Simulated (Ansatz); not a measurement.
Consider the following.

YCu:
```
YCu
1.0
    3.38120     0.00000     0.00000
    0.00000     3.38120     0.00000
    0.00000     0.00000     3.38120
Y Cu
1 1
Cartesian
  0.00000   0.00000   0.00000
  1.69060   1.69060   1.69060
```

This is the LDA-relaxed structure.

### Question
All from DFT-LDA in the program Ansatz with PAW potentials, unless another level is named. Estimate the density of states at the Fermi level.

### Answer
0.55 states/eV per atom (mean over ±0.08 eV).

### Question
Predict the formation energy from the elements (no fitted shifts).

### Answer
-224 meV/atom.

Space group Pm-3m (CsCl type). The first step of the workflow began from a Materials Project structure, measured or hypothetical; the Crystallography Open Database copy checked does not list it. Whether it is the stable phase at ambient conditions was not checked. Symmetry was held in the LDA relaxation; its stability against distortions is not shown here. No spin polarisation was allowed. The references are the lowest solids computed at this level, not always the standard phases. Spin–orbit coupling is left out wherever it is not named.

Potentials: the later of the program's two PAW sets.
